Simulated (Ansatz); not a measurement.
## Sn$_{3}$Bi: pressure against volume

Sn$_{3}$Bi, Fm-3m, a = 7.594 Å. The structure is a Materials Project entry; whether it is the stable form wasn't checked. Ansatz: PBEsol, PAW, 420 eV, Γ-centred 10×10×10 mesh on 4 atoms, Gaussian smearing 0.10 eV; no spin polarisation. Symmetry fixes shape and atoms, so the cell is only scaled; pressure is positive in compression.

| V (Å³/atom) | P (GPa) |
| --- | --- |
| 24.091 | 9.60 |
| 24.912 | 6.57 |
| 25.734 | 4.01 |
| 26.555 | 1.84 |
| 27.376 | 0.00 |
| 28.197 | -1.56 |
| 29.019 | ? |
| 30.114 | -4.30 |

Take V0 = 27.376 Å³/atom, fit the third-order Birch–Murnaghan form to the other rows, and predict the missing pressure.

With the Eulerian strain f = ½[(V0/V)^(2/3) − 1] and y = P/[3f(1 + 2f)^(5/2)], the form is the line y = B0 + 1.5 B0 (B0′ − 4) f. Rows (f, y): 0.04448, 58.1; 0.03245, 57.7; 0.02105, 57.3; 0.01025, 56.9; -0.00975, 56.0; -0.03079, 54.6. Means f = 0.01128, y = 56.767; Σ(Δf)² = 0.003859, ΣΔfΔy = 0.1764; the slope is their ratio. y = 56.25 + 45.70 f GPa, so B0 = 56.2 GPa and B0′ = 4 + 2 × (45.70)/(3 × 56.25) = 4.54. At V = 29.019, f = -0.01906, y = 55.38 and P = -2.87 GPa. The run gave -2.87 GPa, the same to the digits shown.

Spin–orbit coupling is left out, which can shift energies with elements as heavy as these.